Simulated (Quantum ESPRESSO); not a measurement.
## Solid-state NMR card for Na₄Cl₃F (changed cell)

```
CELL_PARAMETERS angstrom
      5.52094     0.00000     0.00000
      0.00000     5.52094     0.00000
      0.00000     0.00000     5.52094
ATOMIC_POSITIONS crystal
  Na 0.00000 0.00000 0.00000
  F  0.50000 0.00000 0.00000
  Na 0.00000 0.50000 0.50000
  Cl 0.50000 0.50000 0.50000
  Na 0.50000 0.00000 0.50000
  Cl 0.00000 0.00000 0.50000
  Na 0.50000 0.50000 0.00000
  Cl 0.00000 0.50000 0.00000
```
The cell was made here from a computed Materials Project entry: one of 4 Cl replaced by F, cell and atoms relaxed (PBE without dispersion, pw.x of a modified build of Quantum ESPRESSO, symmetry kept). The parent is NaCl in Fm-3m. The swapped cell is a model, not a known phase. Stability against distortions was not tested.

Computed: shieldings by PBE GIPAW (Quantum ESPRESSO, JTH PAW datasets), 30 Ha, k-mesh 3×3×3 shifted, f-sum rule met within 0.004 %.

```
site                 site symmetry  σ_iso (ppm)
-------------------  -------------  -----------
Na1 (atoms 1, 5, 7)          4/mmm          547
F (atom 2)                    m-3m          379
Na2 (atom 3)                  m-3m          534
Cl (atoms 4, 6, 8)           4/mmm          985
```

These are absolute shieldings with no macroscopic susceptibility term; δ = σ_ref − σ needs a reference computed alike. By our sweeps, such settings leave a few ppm in absolute σ. No d partial waves on Na, Cl: the paramagnetic term there is incompletely reconstructed. The structure is static (0 K, no zero-point motion).
